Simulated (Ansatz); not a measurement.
## Ansatz run, NaCu₂HgS₄

input.yaml (Ansatz 0.2.0)

```yaml
crystal:
  lattice:
    - [-7.471786, 0.0, 0.0]
    - [0.0, 0.0, 5.571051]
    - [0.0, 9.237836, 2.785526]
  atoms:
    - { symbol: Hg, position: [0.75, 0.8638, 0.7756] }
    - { symbol: Hg, position: [0.25, 0.6394, 0.2244] }
    - { symbol: Cu, position: [0.75, 0.3578, 0.7884] }
    - { symbol: Cu, position: [0.25, 0.1462, 0.2116] }
    - { symbol: Cu, position: [0.5, 0.728, 0.0] }
    - { symbol: Cu, position: [0.0, 0.728, 0.0] }
    - { symbol: S, position: [0.75, 0.9936, 0.986] }
    - { symbol: S, position: [0.25, 0.9796, 0.014] }
    - { symbol: S, position: [0.4995, 0.616, 0.7842] }
    - { symbol: S, position: [0.5005, 0.4002, 0.2158] }
    - { symbol: S, position: [0.0005, 0.616, 0.7842] }
    - { symbol: S, position: [0.9995, 0.4002, 0.2158] }
    - { symbol: S, position: [0.75, 0.215, 0.5802] }
    - { symbol: S, position: [0.25, 0.7952, 0.4198] }
    - { symbol: Na, position: [0.75, 0.8259, 0.3614] }
    - { symbol: Na, position: [0.25, 0.1873, 0.6386] }
  symmetry: { tolerance: 0.0003 }
kpoints:
  mp_grid: { grid: [4, 5, 5], shift: [0, 0, 0] }
magnetization:
  spin_polarized: false
scf:
  occupations: { method: methfessel_paxton, width: 0.0368 }
  lower_state_search: "off"
  max_iter: 200
hamiltonian:
  pseudopotentials: { kind: paw }
  xc: pbe
basis:
  ecutwfc: 420
  fft_grid_basis: typed
output:
  forces: true
  stress: true
  eigenvalues: true
  populations: true
  elf: true
  write_potential: true
  volumetric_format: npy
  dos:
    e_range: [-12, 8]
    de: 0.05
    projected: { site_lists: { Cu: [Cu], Hg: [Hg], Na: [Na], S: [S] } }
checkpoint:
  read: saved_state
```

The saved state is an earlier solution for the same cell, perhaps on another mesh. 

Output (shortened):

```
Pseudopotentials: kind: paw
Pseudopotential: Hg, paw, valence charge 20, recommended cutoff 420 eV (normal), Hg.paw.azcp
Pseudopotential: Cu, paw, valence charge 19, recommended cutoff 420 eV (normal), Cu.paw.azcp
Pseudopotential: S, paw, valence charge 6, recommended cutoff 420 eV (normal), S.paw.azcp
Pseudopotential: Na, paw, valence charge 9, recommended cutoff 420 eV (normal), Na.paw.azcp
Functional definition: PBE
  exchange = pbe_x(kappa = kappa, mu = beta*pi^2/3)
  correlation = pbe_c(beta = beta)
Crystal: 16 atoms, lattice volume = 384.531 Å³
Basis set: ecut = 420 eV, 7531 PW (Γ), exchange–correlation on 100×80×144 points (8 copies of the dense FFT grid, shifted against one another)
Bands: 110, of which v1, the nominal top of the filled ones, is band 91 counted from 1 (90 counted from 0)
Symmetry: 4 space group operations
Space group: Ama2 (ITA 40), of the structure as read, at distance tolerance 2.2e-3 Å
k-points: 27 of 100 (time reversal used)
Initial density: read from a saved state, or passed on in memory by an earlier SCF of this step, an earlier step, the calling program or the single point that the run made first
Functional: x = pbe(κ = 0.804, μ = 0.2195), c = pbe(β = 0.0667)
SCF iter   1: F=—  Δρ=2.50e-3  dr2=3.09e-2
SCF iter   2: F=—  S|Δr|=    0.00e0  Δρ=1.00e-3  dr2=3.35e-3
SCF iter   3: F=—  S|Δr|=    0.00e0  Δρ=4.21e-4  dr2=1.34e-3
SCF iter   4: F=—  S|Δr|=    0.00e0  Δρ=4.94e-4  dr2=7.05e-4
SCF iter   5: F=—  S|Δr|=    0.00e0  Δρ=6.77e-5  dr2=1.43e-5
SCF iter   6: F=—  S|Δr|=    0.00e0  Δρ=6.45e-5  dr2=1.34e-5
SCF iter   7: F=—  S|Δr|=    0.00e0  Δρ=2.09e-5  dr2=1.75e-6
SCF iter   8: F=—  S|Δr|=    0.00e0  Δρ=5.30e-6  dr2=1.27e-7
SCF iter   9: F=-64315.1571 eV  S|Δr|=    0.00e0  Δρ=3.15e-6  dr2=3.46e-8
Free energy (F): -64315.1571 eV
Harris-Foulkes:  -64315.1571 eV  (|F-HF|=3.14e-8)
Internal energy: -64315.1583 eV  (E = F + TS)
E sigma→0 (E₀):  -64315.1574 eV
Entropy (-TS):   0.0012 eV (0.074 meV/atom)
Fermi energy:    5.3718 eV
--- Per-component energies (eV) ---
  E_band       = -3880.1050
  E_kinetic    = 3498.4108
  E_local      = -42341.9505  (includes V_loc(G=0)·N_el)
  E_nonlocal   = 2170.1485
  E_hartree    = 18693.4604
  E_xc         = -1649.5451
  E_vxc        = -1780.7275  (∫ρ·V_xc dr)
  E_paw        = -31871.7322  (= ΣΔE_a)
  E_vpaw       = -2812.9373  (= ΣTr[D̂ρ^β])
  E_aug_tail   = 0.0029  (compensation charges beyond the density's cutoff)
  E_ewald      = -12813.9532
  E_smearing   = 0.0012  (= −TS)
--- Forces (eV/Å), atoms counted from 1 ---
  atom   1  Hg     0.0000    -1.4335     0.1384
  atom   2  Hg     0.0000     1.4335     0.1384
  atom   3  Cu     0.0000    -0.2541    -0.0058
  atom   4  Cu     0.0000     0.2541    -0.0058
  atom   5  Cu     0.0000     0.0000    -0.1284
  atom   6  Cu     0.0000     0.0000    -0.1284
  atom   7  S      0.0000     2.2905     1.2924
  atom   8  S      0.0000    -2.2905     1.2924
  atom   9  S      1.9523     0.5422    -1.5980
  atom  10  S     -1.9523    -0.5422    -1.5980
  atom  11  S     -1.9523     0.5422    -1.5980
  atom  12  S      1.9523    -0.5422    -1.5980
  atom  13  S      0.0000    -1.6757     1.8892
  atom  14  S      0.0000     1.6757     1.8892
  atom  15  Na     0.0000     0.0417     0.0101
  atom  16  Na     0.0000    -0.0417     0.0101
--- Stress (GPa, compression-positive) ---
        4.5442       0.0000       0.0000
        0.0000       4.4133       0.0000
        0.0000       0.0000       5.3504
  P = ⅓ Tr σ = 4.7693 GPa (47.693 kbar)
--- Löwdin populations: 16 sites ---
  site symbol       q [e]
     0     Hg     18.6640
     1     Hg     18.6640
     2     Cu     18.2735
     3     Cu     18.2735
     4     Cu     18.2898
     5     Cu     18.2898
     6      S      6.6530
     7      S      6.6530
     8      S      6.6661
     9      S      6.6661
    10      S      6.6661
    11      S      6.6661
    12      S      6.7649
    13      S      6.7649
    14     Na      8.2775
    15     Na      8.2775
  spilling = 0.0082 (of n_electrons = 182.0000)
```

Origin: a known structure type with other elements, at an estimated volume, so it need not be a known compound. Caveats: many states at the Fermi level without spin polarisation, so a magnetic state may lie lower; atoms or cell far from equilibrium.
